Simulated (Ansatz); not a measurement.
Computed frozen-phonon scan: ZnAu (CsCl type)

ZnAu (CsCl type)

```xyz
4
Lattice="6.3735 0.0000 0.0000 0.0000 3.1868 0.0000 0.0000 0.0000 3.1868" Properties=species:S:1:pos:R:3 pbc="T T T"
Zn     1.5934     1.5934     1.5934
Zn     4.7802     1.5934     1.5934
Au     0.0000     0.0000     0.0000
Au     3.1868     0.0000     0.0000
```

A phonon eigenvector at X = (0.5, 0.0, 0.0) is frozen into this cell: atom i moves by Q times the vector below, so Q is the largest atomic displacement, in Å. The cell is held. (q is in reciprocal vectors of the primitive cell; the cell shown is doubled to hold the pattern.)

| atom | x | y | z |
|---|---|---|---|
| Au3 | 1.000 | 0.000 | 0.000 |
| Au4 | -1.000 | 0.000 | 0.000 |

Atoms not listed stay in place.

Method: PBE (plane waves to 420 eV, PAW, scalar-relativistic; Ansatz, an electronic-structure program). k mesh 8×15×15 (Γ-centred), Fermi-Dirac smearing 0.05 eV. E stands for the smeared free energy. Stress and pressure are positive under compression. With partly filled bands, energies and forces of such displacements shift with the k mesh and the smearing. Spin-orbit coupling is left out, though Au is heavy. ZnAu was relaxed with its symmetry unable to fall. ΔE is measured from the undisplaced structure.

```
Q (Å)   ΔE (meV/cell)  −dE/dQ from forces (eV/Å)  P (GPa)
------  -------------  -------------------------  -------
-0.280            639                      5.861      7.6
-0.233            407                      4.166      5.0
-0.187            243                      2.924      3.0
-0.140            130                      1.979      1.6
-0.093             55                      1.224      0.6
-0.047             14                      0.585      0.1
0.000               0                      0.000     -0.1
0.047              14                     -0.585      0.1
0.093              55                     -1.224      0.6
0.140             130                     -1.979      1.6
0.187             243                     -2.924      3.0
0.233             407                     -4.166      5.0
0.280             639                     -5.861      7.6
```

Read from the data:

| Item | Result |
|---|---|
| Energy at Q = 0.280 Å | 639 meV/cell |
| Space group of the distorted cell | P4/mmm (No. 123), lowered from Pm-3m |
| Symmetry of the curve | even: the same for both signs |
| Shape of the curve | a single well with its minimum at or next to zero displacement |
| Harmonic wavenumber from the curvature (finite differences) | 92 cm⁻¹ |
| Wavenumber by perturbation theory (DFPT, on another k mesh) | 93 cm⁻¹ |

(For displaced atoms, the force is minus the slope of the energy, and its curvature is a force constant, which sets phonon frequencies.)
